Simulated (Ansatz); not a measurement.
System: FePt, 2 atoms in the cell.

Level of theory: PBE with spin–orbit coupling, plane waves, PAW datasets (generated soft set 1) (Ansatz).

Cutoff 420 eV; k-mesh 8×8×6 Γ-centred; Fermi–Dirac smearing of 0.1 eV; starting moments Fe1 3 μB along [0, 0, 1].

```
CELL_PARAMETERS angstrom
2.73000 0.00000 0.00000
0.00000 2.73000 0.00000
0.00000 0.00000 3.71000
ATOMIC_POSITIONS crystal
Fe 0.00000 0.00000 0.00000
Pt 0.50000 0.50000 0.50000
```

Question: What pressure does the calculation give?

Answer: The pressure is 2.59 GPa, so at these settings the cell is compressed and would expand.

The stress includes the program's correction for the finite plane-wave basis.

The k-mesh is modest, so these values aren't fully converged in k. One magnetic order was tried; another may lie lower.
